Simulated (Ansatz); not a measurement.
HfN (rock salt)

```
CELL_PARAMETERS angstrom
      0.00000     4.54789     4.54789
      2.27394     0.00000     2.27394
      2.27394     2.27394     0.00000
ATOMIC_POSITIONS crystal
  N  0.00000 0.00000 0.00000
  N  0.50000 0.00000 0.00000
  Hf 0.25000 0.50000 0.50000
  Hf 0.75000 0.50000 0.50000
```

Scan: atom 3 (Hf, nearest neighbour N at 2.274 Å; its periodic images, 3.2 Å or more away, move with it) is displaced along Cartesian z, direction (0.000, 0.000, 1.000) in Cartesian axes, by s. The other atoms stay.

Calculation: PBE (plane waves to 420 eV, PAW, scalar-relativistic; Ansatz, a program for electronic structure). k mesh 7×14×14 (Γ-centred), Fermi-Dirac smearing 0.05 eV. The energy includes the smearing's −TS. Left out: 2 of 11 points, with atoms too close for the PAW data. With partly filled bands, energies and forces of such displacements shift with the k mesh and the smearing. HfN is run without spin polarisation. HfN was relaxed with its symmetry unable to fall. Spin-orbit coupling is left out, though Hf is heavy. The zero of ΔE is the undisplaced structure. The last digit holds for this mesh only.

| s (Å) | ΔE (meV/cell) |
|---|---|
| -0.360 | 877.0 |
| -0.270 | 443.0 |
| -0.180 | 180.8 |
| -0.090 | withheld |
| 0.000 | 0.0 |
| 0.090 | withheld |
| 0.180 | 180.8 |
| 0.270 | 443.0 |
| 0.360 | 877.0 |

### Question
Fit an even polynomial form (powers 2, 4) to the given rows and predict ΔE at s = -0.090.

### Answer
Least squares on the 7 given rows: ΔE = (5188)·s² + (12190)·s⁴, in meV/cell with s in Å; root-mean-square residual 0.08 meV/cell. At -0.090 the fit gives 42.8 meV/cell; the calculation gives 43.1 meV/cell, so the interpolation is off by -0.3 (-0.7 %). The quadratic term alone would give 42.0 meV/cell.

(For displaced atoms, the force is minus the slope of the energy, and its curvature is a force constant, which sets phonon frequencies.)
